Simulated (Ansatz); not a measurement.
An Ansatz input:

```yaml
crystal:
  lattice:
    - [3.4208805833, 0.0, 0.0]
    - [-1.7104402917, 2.9625694885, 0.0]
    - [0.0, 0.0, 5.624130238]
  atoms:
    - { symbol: Pb, position: [0.3333333333, 0.6666666667, 0.25] }
    - { symbol: Pb, position: [0.6666666667, 0.3333333333, 0.75] }
hamiltonian:
  xc: r2scan
  pseudopotentials:
    kind: paw
    azcp:
      Pb: "pseudopotentials/Pb.paw.azcp"
basis:
  ecutwfc: 500
  fft_grid_basis: typed
kpoints:
  mp_grid: { grid: [12, 12, 6], shift: [0, 0, 0] }
magnetization:
  spin_polarized: false
scf:
  occupations: { method: fermi_dirac, width: 0.1 }
  lower_state_search: "off"
output:
  stress: true
  write_density: true
  write_potential: true
  elf: true
  volumetric_format: npy
```

and its output:

```
Engine: ansatz 0.2.0, x86_64-unknown-linux-gnu
Pseudopotentials: kind: paw
Pseudopotential: Pb, paw, valence charge 14, recommended cutoff 500 eV (meta_gga) 
Functional definition: r2SCAN
  parameter k0 = 0.174
  parameter k1 = 0.065
  parameter a1 = 4.9479
  exchange = r2scan_x(k0 = k0, k1 = k1, a1 = a1)
  correlation = r2scan_c
Crystal: 2 atoms, lattice volume = 56.998 Å³
Basis set: ecut = 500 eV, 1449 PW (Γ), exchange–correlation on 100×100×180 points (64 copies of the dense FFT grid, shifted against one another)
Bands: 18, of which v1, the nominal top of the filled ones, is band 14 counted from 1 (13 counted from 0)
Symmetry: 24 space group operations
Space group: P63/mmc (ITA 194), of the structure as read, at distance tolerance 3.8e-5 Å
k-points: 76 of 864
Non-local potential: Pb, projectors of the file, l = 0: 2, l = 1: 2, l = 2: 2, l = 3: 2
PAW form: soft (Blöchl's): semilocal exchange-correlation on the pseudo side does not see the compensation charge
PAW frozen core: Pb, regenerated for the run's functional (the file was generated under x = pbe(κ = 0.804, μ = 0.2195149727645171), c = pbe(β = 0.06672455060314922))
PAW one-centre angular grid: Pb, 590 points (default); XC on 160 Gauss nodes
Initial density: superposition of atomic densities (neutral atoms: chi_scale 0, normalization atom), corrected by the library's trained network
Initial wavefunctions: pseudopotential atomic-orbital guess
Functional: x = r2scan, c = r2scan; τ floored in thin density (d = 2e-4 eV/Å³)
SCF iter   1: F=-23841.636965 eV  HF=-23841.637085 eV  |F-HF|=1.21e-4  |Δ(HF+E_count)|=         —  Δρ=7.15e-3  dr2=1.89e-2  dr2_τ=2.04e-3  ethr=1.77e-3  ⟨swp⟩=5.9  Hψ=7226  notcnv=0
SCF iter   2: F=-23841.642934 eV  HF=-23841.644457 eV  |F-HF|=1.52e-3  |Δ(HF+E_count)|=   7.37e-3  Δρ=3.11e-3  dr2=4.14e-3  dr2_τ=1.25e-4  ethr=6.75e-5  ⟨swp⟩=2.3  Hψ=3533  notcnv=0  defer=10
SCF iter   3: F=-23841.644380 eV  HF=-23841.644135 eV  |F-HF|=2.45e-4  |Δ(HF+E_count)|=   3.22e-4  Δρ=6.12e-4  dr2=3.05e-4  dr2_τ=4.14e-6  ethr=1.48e-5  ⟨swp⟩=2.0  Hψ=2711  notcnv=0  defer=10
SCF iter   4: F=-23841.644468 eV  HF=-23841.644432 eV  |F-HF|=3.52e-5  |Δ(HF+E_count)|=   2.97e-4  Δρ=3.43e-4  dr2=5.60e-5  dr2_τ=1.35e-6  ethr=1.09e-6  ⟨swp⟩=2.0  Hψ=2730  notcnv=0  defer=10
SCF iter   5: F=-23841.644476 eV  HF=-23841.644477 eV  |F-HF|=4.67e-7  |Δ(HF+E_count)|=   4.45e-5  Δρ=1.66e-4  dr2=7.71e-6  dr2_τ=7.17e-7  ethr=2.00e-7  ⟨swp⟩=2.4  Hψ=2445  notcnv=0  defer=10
SCF iter   6: F=-23841.644478 eV  HF=-23841.644478 eV  |F-HF|=6.33e-8  |Δ(HF+E_count)|=   1.14e-6  Δρ=4.02e-5  dr2=5.65e-7  dr2_τ=5.60e-9  ethr=2.75e-8  ⟨swp⟩=2.6  Hψ=2103  notcnv=0  defer=10
SCF iter   7: F=-23841.644478 eV  HF=-23841.644478 eV  |F-HF|=4.64e-8  |Δ(HF+E_count)|=   8.07e-8  Δρ=9.05e-6  dr2=3.46e-8  dr2_τ=5.71e-10  ethr=3.57e-10  ⟨swp⟩=11.1  Hψ=10670  notcnv=0
SCF 1 converged in 7 iterations: F = -23841.644478 eV  dr2 = 3.46e-8
SCF converged after 7 iterations
Free energy (F): -23841.644478 eV
Harris-Foulkes:  -23841.644478 eV  (|F-HF|=4.64e-8)
Internal energy: -23841.610894 eV  (E = F + TS)
E sigma→0 (E₀):  -23841.627686 eV
Entropy (-TS):   -0.033584 eV (-16.792 meV/atom)
Fermi energy:    11.852865 eV
--- Per-component energies (eV) ---
  E_band       = -66.104579
  E_kinetic    = 579.313417
  E_local      = -1951.582418  (includes V_loc(G=0)·N_el)
  E_nonlocal   = 700.799950
  E_hartree    = 781.674429
  E_xc         = -416.950006
  E_vxc        = -291.297497  (∫ρ·V_xc dr)
  E_paw        = -20868.188802  (= ΣΔE_a)
  E_vpaw       = -688.169441  (= ΣTr[D̂ρ^β])
  E_aug_tail   = 0.000038  (compensation charges beyond the density's cutoff)
  E_vtau       = 21.482963  (kinetic-family band-sum trace: ∫τ·v_τ [+ j·A + Jᵃ·Aᵃ] dr)
  E_ewald      = -2668.608508
  E_core_change = 1.931005  (= ΣΔE_core)
  E_smearing   = -0.033584  (= −TS)
  E_closure    = -0.000000  (closes the sum)
  Σ components = -23841.644478   (vs F -23841.644478, Δ=0.00e0)
--- Stress (GPa, compression-positive) ---
        4.397117      -0.000000      -0.000000
       -0.000000       4.397117       0.000000
       -0.000000       0.000000       4.519125
  P = ⅓ Tr σ = 4.4378 GPa (44.378 kbar)
--- Band table (eV; the first three rows and the last of 76) ---
  k-point 0: bands = ["-6.0396", "-5.9934", "-5.9610", "-5.9610", "-5.9345", "-5.9345", "-5.8644", "-5.8644", "-5.6594", "-5.6594", "-0.8998", "3.2555", "7.1244", "18.0929", "18.0929", "20.0957", "20.0957", "20.1112"]
  k-point 1: bands = ["-6.0343", "-5.9938", "-5.9716", "-5.9716", "-5.9420", "-5.9420", "-5.8384", "-5.8384", "-5.6675", "-5.6675", "-0.7512", "2.5909", "8.0990", "18.2113", "18.2113", "18.3574", "19.9537", "19.9537"]
  k-point 2: bands = ["-6.0211", "-5.9972", "-5.9811", "-5.9811", "-5.9594", "-5.9594", "-5.7865", "-5.7865", "-5.6924", "-5.6924", "-0.3038", "1.4502", "10.1644", "15.4969", "18.5476", "18.5476", "19.5609", "19.5609"]
  k-point 75: bands = ["-6.0292", "-6.0292", "-5.8907", "-5.8907", "-5.8164", "-5.8164", "-5.8070", "-5.8070", "-5.6492", "-5.6492", "4.6307", "4.6307", "9.0316", "9.0316", "10.1725", "10.1725", "17.2021", "17.2021"]
```

Launched by

```sh
ansatz run input.yaml --threads 1 --pin off --max-ram 3584MiB --backend cpu --events-out ev --progress --plain --runs-dir out
```

On 1 thread of Intel(R) Xeon(R) Platinum 8259CL CPU @ 2.50GHz (Skylake/Cascade Lake) (shared host) this took about 22 s of wall time and 22 s of CPU time.
